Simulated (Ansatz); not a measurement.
Given:

SnSe2 (CdI2 type)

```
CELL_PARAMETERS angstrom
      7.68061     0.00000     0.00000
     -1.92015     3.32580     0.00000
      0.00000     0.00000     6.00399
ATOMIC_POSITIONS crystal
  Sn 0.00000 0.00000 0.00000
  Sn 0.50000 0.00000 0.00000
  Se 0.16667 0.66667 0.26538
  Se 0.66667 0.66667 0.26538
  Se 0.33333 0.33333 0.73462
  Se 0.83333 0.33333 0.73462
```

Scan: atom 1 (Sn, nearest neighbour Se at 2.730 Å; its periodic images, 3.8 Å or more away, move with it) is displaced towards the nearest neighbour, direction (-0.703, -0.406, 0.584) in Cartesian axes, by s. The other atoms stay.

Level of theory: PBE-D3(BJ) (plane waves to 420 eV, PAW, scalar-relativistic; Ansatz, an electronic-structure program). k mesh 4×8×5 (Γ-centred), Fermi-Dirac smearing 0.05 eV. E stands for the smeared free energy. Left out: 2 of 11 points, with atoms too close for the PAW data. As the smearing reaches across the gap at some points, energies and forces of such displacements shift with the k mesh and the smearing. SnSe2 was relaxed with its symmetry unable to fall. The PAW data are Ansatz's earlier set. ΔE is measured from the undisplaced structure.

The scan covers s from -0.656 to 0.656 Å in 9 points.

Is this a single well or a double well?

A single well with its minimum at or next to zero displacement.

Is the energy the same for equal positive and negative displacements?

Even: the same for both signs. With its periodic images moving along, the atom's site symmetry in this cell is 2/m.

What force acts on the atom along the line at s = -0.656 Å?

13.4 eV/Å.

What is the energy change at s = 0.656 Å?

3017 meV/cell.

What is the force constant k = d²E/ds² of this move at s = 0?

8.35 eV/Å².

(For displaced atoms, the force is minus the slope of the energy, and its curvature is a force constant, which sets phonon frequencies.)
